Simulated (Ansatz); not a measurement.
# Structure types of Be compared at 80 GPa

Structure types of Be are relaxed in primitive cells with their symmetry kept at 80 GPa, first on PAW files, then by LAPW. The enthalpy is E + pV at zero temperature, without zero-point motion. Only the types listed were tried, and differences under about 5 meV/atom are mesh noise.

Level of theory: DFT with PBEsol, scalar-relativistic, in Ansatz 0.2.0; Fermi–Dirac smearing of 0.1 eV, no spin polarisation. LAPW: all electrons, basis error target 0.5 meV/atom; PAW: frozen-core files, cutoff 420 eV.

k meshes: fcc 23×23×23, bcc 24×24×24, hcp 22×22×12, sc 21×21×21, simple hexagonal 23×23×21, diamond 17×17×17.

The PAW files were made under PBE.

Question: Which type is lowest in enthalpy, and by how much?

Answer: hcp, 63 meV/atom below fcc. The whole table:

| start type | ends as | a, b, c (Å) | V (Å³/atom) | H − H(lowest), LAPW (meV/atom) | same, PAW |
| --- | --- | --- | --- | --- | --- |
| fcc | fcc, Fm-3m | 2.792, 2.792, 2.792 | 5.44 | 62.5 | 62.5 |
| bcc | bcc, Im-3m | 2.214, 2.214, 2.214 | 5.42 | 68.0 | 68.1 |
| hcp | hcp, P6_3/mmc | 1.992, 1.992, 3.185 | 5.47 | 0.0 | 0.0 |
| sc | sc, Pm-3m | 1.846, 1.846, 1.846 | 6.29 | 1669.6 | 1667.6 |
| simple hexagonal | simple hexagonal, P6/mmm | 1.895, 1.895, 1.927 | 5.99 | 964.6 | 963.5 |
| diamond | diamond, Fd-3m | 3.956, 3.956, 3.956 | 7.74 | 3434.9 | 3432.3 |

Question: Split the lead of hcp over fcc into energy and pV.

Answer: For fcc less hcp: ΔE = +76.3 meV/atom, and p·ΔV = 80 GPa × -0.0276 Å³ × 6.242 meV/(GPa·Å³) = -13.8 meV/atom, together 62.5 meV/atom. hcp wins by its internal energy, though it is the less dense.
